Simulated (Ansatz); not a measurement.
Computed with DFT PBE, scalar-relativistic, plane waves, PAW in Ansatz 0.2.0. All cells share a 420 eV cutoff and Γ-centred k meshes spaced at most about 0.3 Å⁻¹ (about 0.25 or finer for metals, 2π included). No spin polarisation in the final relaxations.

All energies are static (0 K, no zero-point motion).

Compare these two cells of Zr₃ZnN₂, each relaxed at this level.

A.

```
Zr Zn N
1.0
     2.85409   -6.16343    0.00000
     2.85409    6.16343    0.00000
     0.00000    0.00000    3.07830
Zr Zn N
3 1 2
Direct
  0.78830 0.21170 0.00000
  0.21170 0.78830 0.00000
  0.50000 0.50000 0.50000
  0.00000 0.00000 0.00000
  0.50000 0.00000 0.50000
  0.00000 0.50000 0.50000
```

B.

```
Zr Zn N
1.0
     5.96676    0.00000    0.00000
    -2.98338    5.16736    0.00000
     0.00000    0.00000    3.04021
Zr Zn N
3 1 2
Direct
  0.50000 0.50000 0.50000
  0.50000 0.00000 0.50000
  0.00000 0.50000 0.50000
  0.00000 0.00000 0.00000
  0.66667 0.33333 0.00000
  0.33333 0.66667 0.00000
```

Question: Which would you expect to be lower, and how large is the difference?

Answer: B is lower, by 191 meV/atom. A has space group Cmmm (No. 65), 18.1 Å³/atom and no gap on its mesh; B has space group P6/mmm (No. 191), 15.6 Å³/atom and no gap. Counting N atoms around Zn and Zr (those within 1.25 times the shortest such distance or 1.15 times the sum of covalent radii, 1.27 where that leaves under three; the shortest distance is added where it exceeds 1.18 times the sum of covalent radii; a slash parts the counts of unlike sites), A has Zr 4/4 from 3.4 Å, Zn 8 from 3.7 Å and B has Zr 4, Zn 6 from 3.4 Å. The denser one is the lower, and pressure would at first widen the difference. In A, Zr on a site of symmetry m2m has 4 N at 2.15 Å, 1 Zn at 2.61 Å and 4 Zr at 3.01–3.08 Å; Zn has 2 Zr at 2.61 Å, 2 Zn at 3.08 Å and 4 Zr at 3.24 Å; around N lie 4 Zr at 2.15 Å, 2 N at 2.85 Å, 2 N at 3.08 Å and 2 Zr at 3.40 Å; 1 more site not described. In B, Zr is surrounded by 4 N at 2.30 Å, 6 Zr at 2.98–3.04 Å and 4 Zn at 3.35 Å; Zn has 2 Zn at 3.04 Å, 12 Zr at 3.35 Å and 6 N at 3.44 Å; N is surrounded by 6 Zr at 2.30 Å, 2 N at 3.04 Å, 3 N at 3.44 Å and 3 Zn at 3.44 Å. Both come from invented guesses. A third cell relaxed alike, in P6/mmm, lies 44 meV/atom below the lower of the two.

Cells relaxed within their symmetry can be saddle points.
